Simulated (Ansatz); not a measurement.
Name crystals whose computed values (plane-wave PAW r²SCAN (Ansatz code)) fall in these windows: ε∞ 7.7 to 10; gap (eV) 1.5 to 2.1; ε0 32 to 42.



```
crystal                            ε∞  gap (eV)    ε0
-------------------------------  ----  --------  ----
LaN, P4/nmm (La on 2c, N on 2a)  8.66      1.86  35.4
```
Others may fit too.

Standing as an ambient phase not checked: LaN, P4/nmm (La on 2c, N on 2a). Unstable at this level: LaN, P4/nmm (La on 2c, N on 2a). The cell was relaxed under the symmetry of its start. Spin–orbit coupling is left out wherever it is not named.

Potentials: the later of the program's two PAW sets.
